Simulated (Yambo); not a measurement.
Absorption of LiHF2 (space group R-3m, No. 166) with and without the electron-hole interaction (Yambo, PBEsol bands; 10×10×10 mesh, 5 valence and 1 conduction bands, static screening with 20 bands and a 4 Ry block, scissor 4.57 eV, Tamm-Dancoff; field along x). Axes are Cartesian, with cell vectors (Å) (1.49, 0.86, 4.39), (-1.49, 0.86, 4.39), (0.00, -1.73, 4.39).

```json
[
 {"E (eV)": "9.68", "Im ε, BSE": "0.07", "Im ε, independent quasiparticles": "0.01"},
 {"E (eV)": "9.78", "Im ε, BSE": "0.08", "Im ε, independent quasiparticles": "0.01"},
 {"E (eV)": "9.88", "Im ε, BSE": "0.10", "Im ε, independent quasiparticles": "0.01"},
 {"E (eV)": "9.98", "Im ε, BSE": "0.11", "Im ε, independent quasiparticles": "0.01"},
 {"E (eV)": "10.08", "Im ε, BSE": "0.14", "Im ε, independent quasiparticles": "0.01"},
 {"E (eV)": "10.18", "Im ε, BSE": "0.17", "Im ε, independent quasiparticles": "0.01"},
 {"E (eV)": "10.28", "Im ε, BSE": "0.22", "Im ε, independent quasiparticles": "0.01"},
 {"E (eV)": "10.38", "Im ε, BSE": "0.29", "Im ε, independent quasiparticles": "0.01"},
 {"E (eV)": "10.48", "Im ε, BSE": "0.39", "Im ε, independent quasiparticles": "0.01"},
 {"E (eV)": "10.58", "Im ε, BSE": "0.57", "Im ε, independent quasiparticles": "0.01"},
 {"E (eV)": "10.68", "Im ε, BSE": "0.90", "Im ε, independent quasiparticles": "0.01"},
 {"E (eV)": "10.78", "Im ε, BSE": "1.55", "Im ε, independent quasiparticles": "0.01"},
 {"E (eV)": "10.88", "Im ε, BSE": "2.97", "Im ε, independent quasiparticles": "0.01"},
 {"E (eV)": "10.98", "Im ε, BSE": "5.05", "Im ε, independent quasiparticles": "0.01"},
 {"E (eV)": "11.08", "Im ε, BSE": "4.39", "Im ε, independent quasiparticles": "0.01"},
 {"E (eV)": "11.18", "Im ε, BSE": "2.35", "Im ε, independent quasiparticles": "0.01"},
 {"E (eV)": "11.28", "Im ε, BSE": "1.27", "Im ε, independent quasiparticles": "0.01"},
 {"E (eV)": "11.38", "Im ε, BSE": "0.77", "Im ε, independent quasiparticles": "0.01"},
 {"E (eV)": "11.48", "Im ε, BSE": "0.51", "Im ε, independent quasiparticles": "0.01"},
 {"E (eV)": "11.58", "Im ε, BSE": "0.37", "Im ε, independent quasiparticles": "0.02"},
 {"E (eV)": "11.68", "Im ε, BSE": "0.29", "Im ε, independent quasiparticles": "0.02"},
 {"E (eV)": "11.78", "Im ε, BSE": "0.25", "Im ε, independent quasiparticles": "0.02"},
 {"E (eV)": "11.88", "Im ε, BSE": "0.23", "Im ε, independent quasiparticles": "0.02"},
 {"E (eV)": "11.98", "Im ε, BSE": "0.25", "Im ε, independent quasiparticles": "0.02"},
 {"E (eV)": "12.08", "Im ε, BSE": "0.29", "Im ε, independent quasiparticles": "0.02"},
 {"E (eV)": "12.18", "Im ε, BSE": "0.28", "Im ε, independent quasiparticles": "0.02"},
 {"E (eV)": "12.28", "Im ε, BSE": "0.30", "Im ε, independent quasiparticles": "0.03"},
 {"E (eV)": "12.38", "Im ε, BSE": "0.39", "Im ε, independent quasiparticles": "0.03"},
 {"E (eV)": "12.48", "Im ε, BSE": "0.46", "Im ε, independent quasiparticles": "0.04"},
 {"E (eV)": "12.59", "Im ε, BSE": "0.37", "Im ε, independent quasiparticles": "0.04"},
 {"E (eV)": "12.69", "Im ε, BSE": "0.33", "Im ε, independent quasiparticles": "0.05"},
 {"E (eV)": "12.79", "Im ε, BSE": "0.33", "Im ε, independent quasiparticles": "0.06"},
 {"E (eV)": "12.89", "Im ε, BSE": "0.35", "Im ε, independent quasiparticles": "0.08"},
 {"E (eV)": "12.99", "Im ε, BSE": "0.38", "Im ε, independent quasiparticles": "0.11"},
 {"E (eV)": "13.09", "Im ε, BSE": "0.32", "Im ε, independent quasiparticles": "0.15"},
 {"E (eV)": "13.19", "Im ε, BSE": "0.28", "Im ε, independent quasiparticles": "0.21"},
 {"E (eV)": "13.29", "Im ε, BSE": "0.27", "Im ε, independent quasiparticles": "0.26"},
 {"E (eV)": "13.39", "Im ε, BSE": "0.28", "Im ε, independent quasiparticles": "0.33"},
 {"E (eV)": "13.49", "Im ε, BSE": "0.28", "Im ε, independent quasiparticles": "0.42"},
 {"E (eV)": "13.59", "Im ε, BSE": "0.33", "Im ε, independent quasiparticles": "0.52"},
 {"E (eV)": "13.69", "Im ε, BSE": "0.36", "Im ε, independent quasiparticles": "0.51"},
 {"E (eV)": "13.79", "Im ε, BSE": "0.39", "Im ε, independent quasiparticles": "0.52"},
 {"E (eV)": "13.89", "Im ε, BSE": "0.38", "Im ε, independent quasiparticles": "0.59"},
 {"E (eV)": "13.99", "Im ε, BSE": "0.34", "Im ε, independent quasiparticles": "0.64"},
 {"E (eV)": "14.09", "Im ε, BSE": "0.29", "Im ε, independent quasiparticles": "0.68"},
 {"E (eV)": "14.19", "Im ε, BSE": "0.26", "Im ε, independent quasiparticles": "0.74"},
 {"E (eV)": "14.29", "Im ε, BSE": "0.27", "Im ε, independent quasiparticles": "0.77"},
 {"E (eV)": "14.39", "Im ε, BSE": "0.26", "Im ε, independent quasiparticles": "0.82"},
 {"E (eV)": "14.49", "Im ε, BSE": "0.27", "Im ε, independent quasiparticles": "0.87"},
 {"E (eV)": "14.59", "Im ε, BSE": "0.27", "Im ε, independent quasiparticles": "0.86"},
 {"E (eV)": "14.69", "Im ε, BSE": "0.30", "Im ε, independent quasiparticles": "0.82"},
 {"E (eV)": "14.79", "Im ε, BSE": "0.35", "Im ε, independent quasiparticles": "0.79"},
 {"E (eV)": "14.89", "Im ε, BSE": "0.33", "Im ε, independent quasiparticles": "0.74"},
 {"E (eV)": "14.99", "Im ε, BSE": "0.34", "Im ε, independent quasiparticles": "0.77"},
 {"E (eV)": "15.09", "Im ε, BSE": "0.27", "Im ε, independent quasiparticles": "0.87"},
 {"E (eV)": "15.19", "Im ε, BSE": "0.20", "Im ε, independent quasiparticles": "0.88"},
 {"E (eV)": "15.29", "Im ε, BSE": "0.18", "Im ε, independent quasiparticles": "0.82"},
 {"E (eV)": "15.39", "Im ε, BSE": "0.16", "Im ε, independent quasiparticles": "0.80"},
 {"E (eV)": "15.49", "Im ε, BSE": "0.17", "Im ε, independent quasiparticles": "0.81"},
 {"E (eV)": "15.59", "Im ε, BSE": "0.19", "Im ε, independent quasiparticles": "0.74"},
 {"E (eV)": "15.69", "Im ε, BSE": "0.18", "Im ε, independent quasiparticles": "0.64"},
 {"E (eV)": "15.79", "Im ε, BSE": "0.20", "Im ε, independent quasiparticles": "0.64"},
 {"E (eV)": "15.89", "Im ε, BSE": "0.19", "Im ε, independent quasiparticles": "0.71"},
 {"E (eV)": "15.99", "Im ε, BSE": "0.16", "Im ε, independent quasiparticles": "0.73"},
 {"E (eV)": "16.09", "Im ε, BSE": "0.17", "Im ε, independent quasiparticles": "0.77"},
 {"E (eV)": "16.20", "Im ε, BSE": "0.16", "Im ε, independent quasiparticles": "0.90"},
 {"E (eV)": "16.30", "Im ε, BSE": "0.17", "Im ε, independent quasiparticles": "0.93"},
 {"E (eV)": "16.40", "Im ε, BSE": "0.16", "Im ε, independent quasiparticles": "0.82"},
 {"E (eV)": "16.50", "Im ε, BSE": "0.14", "Im ε, independent quasiparticles": "0.72"},
 {"E (eV)": "16.60", "Im ε, BSE": "0.15", "Im ε, independent quasiparticles": "0.73"}
]
```

The scissor comes from a G0W0 run whose convergence isn't established. Broadening 0.15 eV. The band window holds all transitions up to 16.6 eV. Fine structure above the onset can come from the mesh.

Geometry relaxed with PBE+D3(BJ); primitive cell a = b = c = 4.7162 Å, α = β = γ = 36.94°.

The structure is a Materials Project entry; no match was found in the copy of COD used, and its stability was not checked.
